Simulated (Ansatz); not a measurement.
LiV$_{2}$O$_{5}$ in space group Pmmn (No. 59; Pearson symbol oP16), r²SCAN+D4 in the plane-wave PAW code Ansatz. The conduction-band minimum lies at Z, with 1 equivalent valley. Second derivatives d²E/dk² of the lowest band at one valley (eV·Å²), along Cartesian directions:

```tsv
direction	d²E/dk²
[100]	0.3763
[010]	0.6908
[001]	0.2749
[110]	0.5337
[101]	0.3256
[011]	0.4829
```

Find the principal effective masses, the density-of-states mass and the conductivity mass.

Off-diagonal terms follow from H_xy = H[110] − (H_xx + H_yy)/2, and m*/mₑ = 7.620 eV·Å² over each eigenvalue: 11, 20, 28. One valley's DOS mass (m₁m₂m₃)^(1/3) = 18, conductivity mass 3/(Σ 1/mᵢ) = 17 mₑ.

What effective density of states Nc follows at 300 K for parabolic valleys?

Nc = 2.509e19 × 1 × (18)^(3/2) / 2 (one spin channel) ≈ 9.6e20 cm⁻³.

The first step of the workflow began from a Materials Project structure, measured or hypothetical; the Crystallography Open Database copy checked does not list it. COD files the formula under space group No. 62, 63, so this cell is another polymorph or a model. Its standing as an ambient phase is unchecked. The r²SCAN+D4 relaxation kept the symmetry of its start; its stability against distortions is not shown here. Spin order of the final state: ferromagnetic, chosen from 3 collinear starts compared on coarse meshes (ties went to the first, and starts can fall back to one state), not a proven ground state. Other orbital occupations within this spin state were not tried. No Hubbard U is applied. Point labels and valley counts follow the cell and symmetry of the run, lower than the named group.

Potentials: the later of the program's two PAW sets.

Edges and masses are those of Kohn–Sham bands, whose gap is no quasiparticle gap.
